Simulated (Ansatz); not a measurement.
ScIr2:
```xyz
6
Lattice="0.0000 3.6620 3.6620 3.6620 0.0000 3.6620 3.6620 3.6620 0.0000" Properties=species:S:1:pos:R:3 pbc="T T T"
Ir     0.9155     0.9155     0.9155
Ir     0.9155     2.7465     2.7465
Ir     2.7465     2.7465     0.9155
Ir     2.7465     0.9155     2.7465
Sc     3.6620     3.6620     3.6620
Sc     5.4930     5.4930     5.4930
```

Relaxed with PBEsol. Special points in fractions of this cell's reciprocal vectors: Γ (0.000, 0.000, 0.000); X (0.500, 0.000, 0.500); U (0.625, 0.250, 0.625); K (0.375, 0.375, 0.750); L (0.500, 0.500, 0.500); W (0.500, 0.250, 0.750).

Problem. List the band energies nearest the Fermi level at these points for PBEsol with spin–orbit coupling (plane waves, PAW; program Ansatz).

Solution. In eV from the Fermi level; about four levels below and three above (degenerate sets whole), none deeper than 8.9 eV; points with the same levels are listed once.

```tsv
k	below	above
Γ	-0.20 -0.20 -0.20 -0.20	1.04 1.04 1.92 1.92
X	-0.39 -0.39 -0.39 -0.39	0.50 0.50 0.50 0.50
U	-1.12 -1.12 -0.26 -0.26	0.07 0.07 0.79 0.79
L	-0.29 -0.29 -0.03 -0.03	0.74 0.74 0.82 0.82
W	-1.48 -1.48 -1.29 -1.29	0.04 0.04 0.07 0.07
```

Space group Fd-3m (cubic Laves (MgCu2 type)). The workflow started from an entry of the Crystallography Open Database (COD). Its standing as an ambient phase is unchecked. The PBEsol relaxation kept the symmetry of its start; of distortions, only those at the zone centre were tested, and some modes there are weakly imaginary. No spin polarisation was allowed.

Potentials: the later of the program's two PAW sets.
